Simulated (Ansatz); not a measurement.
input.yaml (Ansatz)

```yaml
crystal:
  lattice:
    - [-1.6459225556, 1.6459225556, 1.6459225556]
    - [1.6459225556, -1.6459225556, 1.6459225556]
    - [1.6459225556, 1.6459225556, -1.6459225556]
  atoms:
    - { symbol: As, position: [0.0, 0.0, 0.0] }
hamiltonian:
  xc: lda
  pseudopotentials:
    kind: paw
    azcp:
      As: "pseudopotentials/As.paw.azcp"
basis:
  ecutwfc: 420
  fft_grid_basis: typed
kpoints:
  mp_grid: { grid: [22, 22, 22], shift: [0, 0, 0] }
magnetization:
  spin_polarized: false
scf:
  occupations: { method: fermi_dirac, width: 0.1 }
```

Output

```
Warning: the record states the generating functional pbe (its physics header spells it `PBE`), which answers neither for hamiltonian.xc's functional nor for the lda family's — results may be inconsistent (PPs are generated against a specific XC)
Engine: ansatz 0.2.0, aarch64-unknown-linux-gnu
Pseudopotentials: kind: paw
Pseudopotential: As, paw, valence charge 15, recommended cutoff 420 eV (normal) 
Functional definition: SPW92
  exchange = slater_x
  correlation = pw_c
Crystal: 1 atoms, lattice volume = 17.836 Å³
Basis set: ecut = 420 eV, 369 PW (Γ)
Bands: 12, of which v1, the nominal top of the filled ones, is band 8 counted from 1 (7 counted from 0)
Symmetry: 48 space group operations
Space group: Im-3m (ITA 229), of the structure as read, at distance tolerance 2.6e-5 Å
k-points: 328 of 10648
Non-local potential: As, projectors of the file, l = 0: 2, l = 1: 2, l = 2: 3, l = 3: 1
PAW form: soft (Blöchl's): semilocal exchange-correlation on the pseudo side does not see the compensation charge
PAW frozen core: As, regenerated for the run's functional, and the local potential with it (the file was generated under x = pbe(κ = 0.804, μ = 0.2195149727645171), c = pbe(β = 0.06672455060314922))
PAW one-centre angular grid: As, 590 points (default); XC on 64 Gauss nodes
Initial density: superposition of atomic densities (neutral atoms: chi_scale 0, normalization atom), corrected by the library's trained network
Initial wavefunctions: pseudopotential atomic-orbital guess
Functional: x = slater, c = lda
SCF iter   1: F=—  HF=-4773.293603 eV  |F-HF|=—  |Δ(HF+E_count)|=         —  Δρ=5.61e-3  dr2=3.70e-3  ethr=1.77e-3  ⟨swp⟩=5.0  Hψ=22919  notcnv=0
SCF iter   2: F=—  HF=-4773.291976 eV  |F-HF|=—  |Δ(HF+E_count)|=   1.63e-3  Δρ=2.25e-3  dr2=4.67e-4  ethr=2.47e-5  ⟨swp⟩=1.0  Hψ=6560  notcnv=0
SCF iter   3: F=—  HF=-4773.291736 eV  |F-HF|=—  |Δ(HF+E_count)|=   2.41e-4  Δρ=2.33e-4  dr2=7.26e-6  ethr=3.11e-6  ⟨swp⟩=2.2  Hψ=5965  notcnv=0
SCF iter   4: F=—  HF=-4773.291718 eV  |F-HF|=—  |Δ(HF+E_count)|=   1.71e-5  Δρ=1.19e-4  dr2=7.33e-7  ethr=4.84e-8  ⟨swp⟩=2.0  Hψ=6362  notcnv=0
SCF iter   5: F=—  HF=-4773.291718 eV  |F-HF|=—  |Δ(HF+E_count)|=   3.04e-7  Δρ=2.90e-5  dr2=1.24e-7  ethr=4.89e-9  ⟨swp⟩=2.0  Hψ=6404  notcnv=0
SCF iter   6: F=-4773.291718 eV  HF=-4773.291718 eV  |F-HF|=3.33e-8  |Δ(HF+E_count)|=   1.99e-7  Δρ=7.82e-6  dr2=1.02e-8  ethr=6.67e-10  ⟨swp⟩=3.0  Hψ=8991  notcnv=0
SCF 1 converged in 6 iterations: F = -4773.291718 eV  dr2 = 1.02e-8
SCF converged after 6 iterations
Free energy (F): -4773.291718 eV
Harris-Foulkes:  -4773.291718 eV  (|F-HF|=3.33e-8)
Internal energy: -4773.276129 eV  (E = F + TS)
E sigma→0 (E₀):  -4773.283924 eV
Entropy (-TS):   -0.015589 eV (-15.589 meV/atom)
Fermi energy:    13.269530 eV
--- Per-component energies (eV) ---
  E_band       = -194.931897
  E_kinetic    = 103.714873
  E_local      = -1399.192286  (includes V_loc(G=0)·N_el)
  E_nonlocal   = -665.691979
  E_hartree    = 809.035800
  E_xc         = -79.683077
  E_vxc        = -80.425650  (∫ρ·V_xc dr)
  E_paw        = -1752.620230  (= ΣΔE_a)
  E_vpaw       = 228.585843  (= ΣTr[D̂ρ^β])
  E_aug_tail   = 0.000009  (compensation charges beyond the density's cutoff)
  E_ewald      = -1790.914470
  E_core_change = 2.075230  (= ΣΔE_core)
  E_smearing   = -0.015589  (= −TS)
  E_closure    = -0.000000  (closes the sum)
  Σ components = -4773.291718   (vs F -4773.291718, Δ=0.00e0)
```
